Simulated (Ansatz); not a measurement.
A relaxed structure of GaN is spoiled in several ways and relaxed again each time (noise and exchanges are one random draw each; pressure is positive under compression). Computed with r2SCAN (plane waves to 500 eV, PAW, scalar-relativistic; Ansatz, a quantum-chemistry and plane-wave program).

Space group F-43m (No. 216); a = b = c = 4.4982 Å, α = β = γ = 90.00°

```
atom  site  symmetry       x       y       z
----  ----  --------  ------  ------  ------
N       4c      -43m  0.2500  0.2500  0.2500
Ga      4a      -43m  0.0000  0.0000  0.0000
```
(The calculation used a cell of 2 atoms; values per cell refer to that cell.)

**Question.** One start gave a first pressure of +58.7 GPa and released 0.72 eV/atom. Which change was it?
A. doubled along one cell vector, shaken by Gaussian noise of σ = 0.08 Å a coordinate
B. deformed by the Cartesian strain tensor (xx, yy, zz, yz, xz, xy) = (-0.100, -0.003, -0.039, 0.018, 0.058, 0.090)
C. with every coordinate shifted by Gaussian noise of σ = 0.1 Å

**Answer.** B, deformed by the Cartesian strain tensor (xx, yy, zz, yz, xz, xy) = (-0.100, -0.003, -0.039, 0.018, 0.058, 0.090). All starts:

```csv
change,first pressure (GPa),first V (Å³/atom),released (eV/atom),moves,outcome,final group,E − E(parent) (eV/atom)
with every coordinate shifted by Gaussian noise of σ = 0.1 Å,8.0,11.38,0.25,5,returns to the parent,F-43m,0.000
"deformed by the Cartesian strain tensor (xx, yy, zz, yz, xz, xy) = (-0.100, -0.003, -0.039, 0.018, 0.058, 0.090)",58.7,9.68,0.72,7,returns to the parent,F-43m,0.000
"doubled along one cell vector, shaken by Gaussian noise of σ = 0.08 Å a coordinate",6.9,11.38,0.24,5,returns to the parent,F-43m,0.000
```

First-step values come from each run's starting, coarser k-mesh (9×9×9, 10×10×9, 9×5×9). The runs use different k-meshes, so differences are rounded accordingly. No spin polarisation in the result.
